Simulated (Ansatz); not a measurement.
In DFT-PBE in the program Ansatz with PAW potentials, AlSi2N in the trigonal phase (R3m; Al on 3a, N on 3a, Si on 3a, Si on 3a) relaxes to a = 2.834 Å, c = 23.059 Å. Against the elements it lies at -0.15 eV/atom, with no fitted shifts.

Electronic character: metallic (no gap).

The start of the workflow was typed in or built on a structure type; neither database checked (COD, Materials Project) lists it. Its standing as an ambient phase is unchecked. The cell was relaxed with PBE under the symmetry of its start; whether a distortion lowers the energy is not shown. The references are the lowest solids computed at this level, not always the standard phases (solids in place of the gases).

Potentials: the earlier of the program's two PAW sets.
